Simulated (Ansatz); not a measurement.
Below is a relaxed structure of YF5. The cell was found from a structure generator's guess, not taken from experiment.

Method: DFT PBE, scalar-relativistic, plane waves, PAW (Ansatz). Cutoff 420 eV, Γ-centred mesh, Gaussian smearing, no spin polarisation.

```cif
data_structure
_symmetry_space_group_name_H-M 'P 1'
_symmetry_Int_Tables_number 1
_cell_length_a 4.8646
_cell_length_b 4.8646
_cell_length_c 4.3121
_cell_angle_alpha 90.000
_cell_angle_beta 90.000
_cell_angle_gamma 90.000
_cell_volume 102.04
loop_
_atom_site_label
_atom_site_type_symbol
_atom_site_fract_x
_atom_site_fract_y
_atom_site_fract_z
_atom_site_occupancy
Y1 Y 0.50000 0.50000 0.00000 1
F1 F 0.31117 0.00000 0.00000 1
F2 F 0.68883 0.00000 0.00000 1
F3 F 0.00000 0.31117 0.00000 1
F4 F 0.00000 0.68883 0.00000 1
F5 F 0.50000 0.50000 0.50000 1
```

Formation energies are uncorrected and refer to the elements' standard structures at the same level (F₂ as a molecule).

**Question.** Find its symmetry and describe it.

**Answer.** P4/mmm (No. 123). Conventional cell: a = 4.865 Å, c = 4.312 Å. Y is surrounded by 2 F at 2.16 Å and 8 F at 2.60 Å; F on a site of symmetry m2m is surrounded by 1 F at 1.84 Å, 2 F at 2.14 Å and 2 Y at 2.60 Å; F on a site of symmetry 4/mmm has 2 Y at 2.16 Å.

**Question.** How far does it lie from the elements in energy?

**Answer.** −2.25 eV/atom.

**Question.** Is it a metal?

**Answer.** Yes, bands cross the Fermi level on the 8×8×10 mesh.

The last run used an 8×8×10 mesh (in the run's order of axes) for its 6-atom cell and Gaussian smearing of 0.10 eV. Symmetry constrained the relaxation, so the result can be a saddle point. Another cell of YF5 relaxed alike but with spin, in P6/mmm, lies 125 meV/atom lower, so this cell isn't the stable form at this level.
